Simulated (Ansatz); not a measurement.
All cells below were computed with r2SCAN (plane-wave PAW, Ansatz 0.2.0, no spin polarisation, atoms fixed as given).

Question: Which of them gave these results: no gap, pressure -2.1 GPa, largest force 0.47 eV/Å, largest positive Bader charge +1.52 e?
A.
K3Ga2As4 (500 eV, 6×6×4 mesh on the cell that ran, as a rule the primitive one, fermi-dirac 0.1 eV)
```cif
data_structure
_symmetry_space_group_name_H-M 'C2/m'
_symmetry_Int_Tables_number 12
_cell_length_a 16.8436
_cell_length_b 4.5414
_cell_length_c 7.1990
_cell_angle_alpha 90.000
_cell_angle_beta 112.312
_cell_angle_gamma 90.000
_cell_volume 509.46
loop_
_atom_site_label
_atom_site_type_symbol
_atom_site_symmetry_multiplicity
_atom_site_Wyckoff_symbol
_atom_site_fract_x
_atom_site_fract_y
_atom_site_fract_z
_atom_site_occupancy
K1 K 4 i 0.64204 0.50000 0.57734 1
K2 K 2 a 0.00000 0.00000 0.00000 1
Ga1 Ga 4 i 0.83048 0.50000 0.02867 1
As1 As 4 i 0.70742 0.50000 0.19176 1
As2 As 4 i 0.99436 0.50000 0.32537 1
```
B.
Pt3Pb (500 eV, 8×8×8 mesh on the cell that ran, as a rule the primitive one, fermi-dirac 0.1 eV)
```
Pb Pt
1.0
     4.06372    0.00000    0.00000
     0.00000    4.06372    0.00000
     0.00000    0.00000    4.06372
Pb Pt
1 3
Direct
  0.00000 0.00000 0.00000
  0.00000 0.50000 0.50000
  0.50000 0.00000 0.50000
  0.50000 0.50000 0.00000
```
C.
BaGaAg2Se4 (500 eV, 7×7×7 mesh on the cell that ran, as a rule the primitive one, fermi-dirac 0.0342 eV)
```
Ga Ba Ag Se
1.0
    -3.58511    3.68924    4.19211
     3.58511   -3.68924    4.19211
     3.58511    3.68924   -4.19211
Ga Ba Ag Se
1 1 2 4
Direct
  0.50000 0.50000 0.00000
  0.00000 0.00000 0.00000
  0.70920 0.20920 0.50000
  0.29080 0.79080 0.50000
  0.85125 0.85325 0.38400
  0.46925 0.46725 0.61600
  0.14875 0.53275 0.00200
  0.53075 0.14675 0.99800
```

Answer: C. The others gave Pt3Pb: no gap, 4.5 GPa; K3Ga2As4: no gap, -2.8 GPa.

Origins: Pt3Pb, a database entry at a rescaled volume; K3Ga2As4, a known structure type with other elements, at an estimated volume; BaGaAg2Se4, a known structure type with other elements, at an estimated volume. Caveats for one or more cells: many states at the Fermi level without spin polarisation, so a magnetic state may lie lower.
